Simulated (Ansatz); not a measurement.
Ba₂BiSb₂ in space group Immm (No. 71; Bi on 2a, Ba on 4j, Sb on 4h) at seven volumes, the program Ansatz at the PBE level (PAW), shape and atoms relaxed at each. One row is withheld.

| V (Å³/atom) | P (GPa) |
|---|---|
| 34.123 | 4.02 |
| 35.248 | 2.46 |
| 36.373 | ? |
| 37.498 | 0.00 |
| 38.623 | -0.97 |
| 39.748 | -1.79 |
| 40.873 | -2.49 |

Q: Fit the shown pressures and predict the withheld one.

A: P = (3/2)B₀(x^(7/2) − x^(5/2))[1 + (3/4)(B′ − 4)(x − 1)] with x = (V₀/V)^(2/3). Least squares on the six rows gives V₀ = 37.496 Å³/atom, B₀ = 34.8 GPa, B′ = 4.32. At V = 36.373, x = 1.0205 and P = 1.13 GPa. The run itself gave 1.14 GPa.

The workflow started from an entry of the Crystallography Open Database (COD, 293 K). Its standing as an ambient phase is unchecked. The cell was relaxed with PBE under the symmetry of its start; its stability against distortions is not shown here. Scalar-relativistic: spin–orbit coupling is off unless named, which matters more the heavier the elements.

Potentials: the later of the program's two PAW sets.
